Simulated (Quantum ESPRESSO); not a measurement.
**Band energies of NaCoO$_{2}$ at -3 % isotropic strain**

```
CELL_PARAMETERS angstrom
      1.40114     0.80895     4.96221
     -1.40114     0.80895     4.96221
      0.00000    -1.61790     4.96221
ATOMIC_POSITIONS crystal
  O  0.23155 0.23155 0.23155
  O  0.76845 0.76845 0.76845
  Na 0.00000 0.00000 0.00000
  Co 0.50000 0.50000 0.50000
```

PBEsol (Quantum ESPRESSO, PseudoDojo norm-conserving, 96 Ry, without SOC); path ΓLB1,BZΓX,QFP1Z,LP; energies in eV from the valence-band maximum.

| k (1/Å) | point | band 15 | band 16 | band 17 | band 18 | band 19 | band 20 | band 21 | band 22 |
|---|---|---|---|---|---|---|---|---|---|
| 0.00 | Γ | -2.57 | -2.57 | -1.37 | -1.37 | -0.26 | 2.02 | 2.02 | 4.49 |
| 0.33 |  | -3.08 | -2.68 | -1.12 | -0.93 | -0.20 | 1.61 | 1.91 | 5.16 |
| 0.66 |  | -3.74 | -2.84 | -1.05 | -0.54 | -0.13 | 1.14 | 1.79 | 6.62 |
| 0.98 |  | -4.07 | -3.64 | -1.15 | -0.59 | -0.24 | 1.34 | 1.87 | 8.17 |
| 1.31 | L | -4.12 | -4.11 | -1.25 | -0.69 | -0.35 | 1.57 | 1.94 | 9.11 |
| 1.43 |  | -4.22 | -4.12 | -1.20 | -0.67 | -0.34 | 1.57 | 1.89 | 9.18 |
| 1.78 |  | -4.74 | -4.35 | -1.01 | -0.48 | -0.26 | 1.47 | 1.53 | 9.42 |
| 2.14 | B1 | -4.68 | -4.41 | -1.07 | -0.35 | -0.29 | 1.44 | 1.50 | 9.18 |
| 2.14 | B | -4.68 | -4.41 | -1.07 | -0.35 | -0.29 | 1.44 | 1.50 | 9.18 |
| 2.36 |  | -4.79 | -3.92 | -0.98 | -0.51 | -0.28 | 1.49 | 1.49 | 8.52 |
| 2.79 |  | -4.46 | -3.08 | -0.91 | -0.52 | -0.22 | 1.13 | 1.58 | 7.40 |
| 3.12 |  | -3.56 | -3.32 | -1.00 | -0.85 | -0.01 | 1.32 | 1.85 | 6.79 |
| 3.44 |  | -2.80 | -2.73 | -1.31 | -1.30 | -0.09 | 2.01 | 2.07 | 6.31 |
| 3.55 | Z | -2.65 | -2.65 | -1.37 | -1.37 | -0.11 | 2.08 | 2.08 | 6.27 |
| 3.87 |  | -2.61 | -2.61 | -1.37 | -1.37 | -0.16 | 2.05 | 2.05 | 5.20 |
| 4.19 | Γ | -2.57 | -2.57 | -1.37 | -1.37 | -0.26 | 2.02 | 2.02 | 4.49 |
| 4.49 |  | -3.11 | -2.66 | -1.08 | -1.00 | -0.21 | 1.68 | 1.89 | 5.07 |
| 4.80 |  | -4.01 | -2.75 | -0.90 | -0.53 | -0.19 | 1.39 | 1.55 | 6.35 |
| 5.21 |  | -4.90 | -3.66 | -0.81 | -0.53 | -0.22 | 1.28 | 1.58 | 8.17 |
| 5.52 |  | -4.84 | -4.44 | -1.01 | -0.42 | -0.23 | 1.34 | 1.57 | 9.30 |
| 5.72 | X | -4.68 | -4.49 | -1.07 | -0.33 | -0.30 | 1.43 | 1.50 | 9.29 |
| 5.72 | Q | -4.68 | -4.49 | -1.07 | -0.33 | -0.30 | 1.43 | 1.50 | 9.29 |
| 6.13 |  | -4.60 | -3.83 | -1.18 | -0.61 | -0.34 | 1.66 | 1.71 | 8.11 |
| 6.43 | F | -4.10 | -3.72 | -1.42 | -0.69 | -0.36 | 1.71 | 1.95 | 7.62 |
| 6.43 | P1 | -4.10 | -3.77 | -1.38 | -0.68 | -0.36 | 1.64 | 1.94 | 7.84 |
| 6.60 |  | -4.08 | -3.57 | -1.33 | -0.62 | -0.32 | 1.46 | 1.90 | 7.66 |
| 6.87 |  | -3.94 | -3.17 | -1.21 | -0.53 | -0.18 | 1.10 | 1.82 | 7.31 |
| 7.22 |  | -3.38 | -3.36 | -1.14 | -0.76 | -0.01 | 1.28 | 1.89 | 6.78 |
| 7.48 |  | -3.01 | -2.83 | -1.26 | -1.20 | -0.07 | 1.90 | 2.04 | 6.38 |
| 7.65 | Z | -2.65 | -2.65 | -1.37 | -1.37 | -0.11 | 2.08 | 2.08 | 6.27 |
| 7.65 | L | -4.12 | -4.11 | -1.25 | -0.69 | -0.35 | 1.57 | 1.94 | 9.11 |
| 8.08 | P | -4.10 | -3.77 | -1.38 | -0.68 | -0.36 | 1.64 | 1.94 | 7.84 |

The PBEsol gap is 0.92 eV; at least one edge lies off the plotted path, at a point of the SCF mesh. The smallest direct gap is 0.96 eV.

The 3d shell has no Hubbard U; the runs are without spin polarisation, and magnetic order was not tried.

Geometry strained from the cell relaxed with PBEsol, atoms relaxed again.

The structure is a Materials Project entry; no match was found in the copy of COD used, and its stability was not checked.
